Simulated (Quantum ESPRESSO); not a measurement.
## Kohn-Sham bands of HgS (zinc blende)

```xyz
2
Lattice="0.0000 2.9697 2.9697 2.9697 0.0000 2.9697 2.9697 2.9697 0.0000" Properties=species:S:1:pos:R:3 pbc="T T T"
Hg     0.0000     0.0000     0.0000
S     -1.4848    -1.4848    -1.4848
```

Materials Project entry mp-1123; symmetrised, unrelaxed at this level. COD (Crystallography Open Database) has the formula in 4 space groups, this one among them (matched by group alone). Computed values, not measurements, from LDA: Quantum ESPRESSO (norm-conserving PseudoDojo potentials, cutoff 48 Ry, no spin polarisation, no spin-orbit coupling) on a Γ-centred 10×10×10 mesh, then Wannier90. Density: 10×10×10 mesh, cold smearing 0.01 Ry. Spin-orbit coupling is left out although heavy elements are present.

Energies are relative to the Fermi level; weights are on the orthonormalised atomic waves of the pseudopotential files, averaged over the group. 26 electrons a cell are treated as valence.

Problem. Into which isolated groups do the bands fall, where do they lie and what are they made of?

Solution. 
| bands | from (eV) | to (eV) | filling | weight on atomic waves |
|---|---|---|---|---|
| 1 | -114.51 | -114.50 | filled | Hg 5s 100 % |
| 2–4 | -62.70 | -62.70 | filled | Hg 5p 100 % |
| 5 | -12.96 | -12.27 | filled | S 3s 85 %, Hg 6s 8 %, Hg 5d 6 % |

No gap over 0.05 eV opens at the Fermi level at this level of theory; semilocal functionals close the gap of some real semiconductors.
